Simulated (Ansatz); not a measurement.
Starting cell, AlNi (CsCl type):

```yaml
crystal:
  lattice:
    - [2.89266, 0.00000, 0.00000]
    - [0.00000, 2.89266, 0.00000]
    - [0.00000, 0.00000, 2.89266]
  atoms:
    - { symbol: Al, position: [0.00000, 0.00000, 0.00000] }
    - { symbol: Ni, position: [0.50000, 0.50000, 0.50000] }
```

Scan: atom 1 (Al, nearest neighbour Ni at 2.505 Å; its periodic images, 2.9 Å or more away, move with it) is displaced along Cartesian [111], direction (0.577, 0.577, 0.577) in Cartesian axes, by s. The other atoms stay.

These are PBE (plane waves to 420 eV, PAW, scalar-relativistic; Ansatz, a first-principles code) values and carry that method's errors. k mesh 13×13×13 (Γ-centred), Fermi-Dirac smearing 0.05 eV. Energies are smeared free energies. Left out: 2 of 11 points, with atoms too close for the PAW data. With partly filled bands, energies and forces of such displacements shift with the k mesh and the smearing. AlNi is run without spin polarisation. AlNi was relaxed with its symmetry unable to fall. The PAW data are Ansatz's earlier set. The zero of ΔE is the undisplaced structure. The last digit holds for this mesh only.

```csv
s (Å),ΔE (meV/cell)
-0.600,1508.4
-0.450,717.7
-0.300,withheld
-0.150,65.2
0.000,0.0
0.150,65.2
0.300,withheld
0.450,717.7
0.600,1508.4
```

Fit an even polynomial form (powers 2, 4, 6) to the given rows and predict ΔE at s = -0.300.

Least squares on the 7 given rows: ΔE = (2824)·s² + (3252)·s⁴ + (1508)·s⁶, in meV/cell with s in Å; root-mean-square residual 0.04 meV/cell. At -0.300 the fit gives 281.6 meV/cell; the calculation gives 281.7 meV/cell, so the interpolation is off by -0.1 (-0.0 %). The quadratic term alone would give 254.2 meV/cell.

(A displaced cell: forces are minus the slopes of the energy, force constants its curvatures, and phonons follow from these.)
